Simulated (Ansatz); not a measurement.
Calculated 14N nuclear quadrupole resonance for BN

Cell: a COD entry, ions relaxed with PBE at fixed cell.

```
CELL_PARAMETERS angstrom
2.53600 0.00000 0.00000
-1.26800 2.19624 0.00000
0.00000 0.00000 4.19900
ATOMIC_POSITIONS crystal
B 0.66667 0.33333 0.00028
B 0.33333 0.66667 0.50028
N 0.66667 0.33333 0.37472
N 0.33333 0.66667 0.87472
```

Atoms are numbered from 1 in the order listed; like atoms form one site, named after its first atom.

The numbers come from a DFT calculation in Ansatz (PBE, plane waves and PAW, scalar-relativistic, 420 eV cutoff, Γ-centred 12×12×7 k-points, Fermi–Dirac smearing 0.02 eV).

14N: I = 1, Q = 20.44 mb (year-2017 value). Static lattice, zero field.

Problem. The simulated lines lie at 0.176 MHz. What are |C_Q|, η and |V_zz| at N?

Solution. For I = 1 the lines are ν± = (3/4)|C_Q|(1 ± η/3) and ν₀ = |C_Q|η/2. Here |C_Q| = 0.235 MHz, η = 0.00 and |V_zz| = 0.48 × 10²¹ V/m². The calculation gives V_zz positive; the lines don't show the sign. The site has 4 B at 1.56–1.57 Å.

An axis of threefold or higher order runs through N, so V_zz lies along it and η is zero.

At this cell the PBE pressure is 8 GPa, so with PBE the cell would grow if it were relaxed.
